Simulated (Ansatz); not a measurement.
These are results of DFT PBE, scalar-relativistic, plane waves, PAW, and for the lanthanide a 4f-in-core norm-conserving potential (Ansatz 0.2.0), not measurements. All cells share a 630 eV cutoff and Γ-centred k meshes spaced at most about 0.3 Å⁻¹ (about 0.25 or finer for metals, 2π included). No spin polarisation in the final relaxations.

All energies are static (0 K, no zero-point motion).

Two forms of Dy3Hf were relaxed alike.

A.

```
CELL_PARAMETERS angstrom
0.00000 3.83769 3.83769
3.83769 0.00000 3.83769
3.83769 3.83769 0.00000
ATOMIC_POSITIONS crystal
Dy 0.25000 0.25000 0.25000
Dy 0.75000 0.75000 0.75000
Dy 0.50000 0.50000 0.50000
Hf 0.00000 0.00000 0.00000
```

B.

```
CELL_PARAMETERS angstrom
6.98944 0.00000 0.00000
-3.49472 6.05303 0.00000
0.00000 0.00000 5.41235
ATOMIC_POSITIONS crystal
Dy 0.82690 0.65381 0.25000
Dy 0.17310 0.82690 0.75000
Dy 0.34619 0.17310 0.25000
Dy 0.17310 0.34619 0.75000
Dy 0.82690 0.17310 0.25000
Dy 0.65381 0.82690 0.75000
Hf 0.33333 0.66667 0.25000
Hf 0.66667 0.33333 0.75000
```

Question: Which would you expect to be lower, and how large is the difference?

Answer: B is lower, by 175 meV/atom. A has the BiF3 (D0_3) type, space group Fm-3m (No. 225), 28.3 Å³/atom and no gap on its mesh; B has the Ni3Sn (D0_19) type, space group P6_3/mmc (No. 194), 28.6 Å³/atom and no gap. Counting all near atoms (those within 1.25 times the shortest distance at each site; a plus sign parts nearer from farther groups), A has Dy 8+6, Hf 8+6 and B has Dy 12, Hf 12. Even the lower one lies +0.10 eV/atom against the reference forms of the elements (uncorrected), so neither is stable at this level. In A, Dy on a site of symmetry -43m has 4 Dy at 3.32 Å, 4 Hf at 3.32 Å and 6 Dy at 3.84 Å; around Dy on a site of symmetry m-3m lie 8 Dy at 3.32 Å and 6 Hf at 3.84 Å; Hf has 8 Dy at 3.32 Å and 6 Dy at 3.84 Å. In B, around Dy lie 4 Hf at 3.33–3.50 Å, 6 Dy at 3.36–3.42 Å and 2 Dy at 3.63 Å; Hf is surrounded by 12 Dy at 3.33–3.50 Å. Both come from invented guesses.

Spin–orbit coupling, which can matter for Hf, is left out. A magnetic state wasn't ruled out in cells without spin, among them Fm-3m, P6_3/mmc. Cells relaxed within their symmetry can be saddle points.

The lanthanide is trivalent by construction, without f bands, f moments or other valences.
